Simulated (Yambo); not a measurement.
BaTiO3 (space group P4mm, No. 99): a test of whether the lowest BSE state is resolved, against the k mesh (Yambo, LDA bands; otherwise 9 valence and 3 conduction bands, static screening with 44 bands and a 3 Ry block, scissor 1.63 eV, Tamm-Dancoff).

| k mesh | direct gap (eV) | lowest state (eV) | difference (eV) | k points taking part | rough cost |
|---|---|---|---|---|---|
| 4×4×4 | 3.83 | 3.38 | 0.46 | 2.0 | about 1/30 |
| 6×6×6 | 3.83 | 3.51 | 0.33 | 2.6 | about 1/5 |
| 8×8×8 | 3.83 | 3.56 | 0.27 | 4.0 | 1 |

The last step moves the difference by 0.06 eV. Even the densest mesh doesn't resolve the state: none of these energies is a result, and the difference is no binding energy.

These are vertical excitations (zero momentum); the indirect quasiparticle gap, about 3.39 eV, is smaller than the direct one (3.83 eV on the GW mesh). The scissor comes from a G0W0 run whose convergence isn't established; costs are rough.

Geometry of the Materials Project entry, not relaxed at this level; primitive cell a = b = 3.990 Å, c = 4.103 Å, α = β = γ = 90.00°.
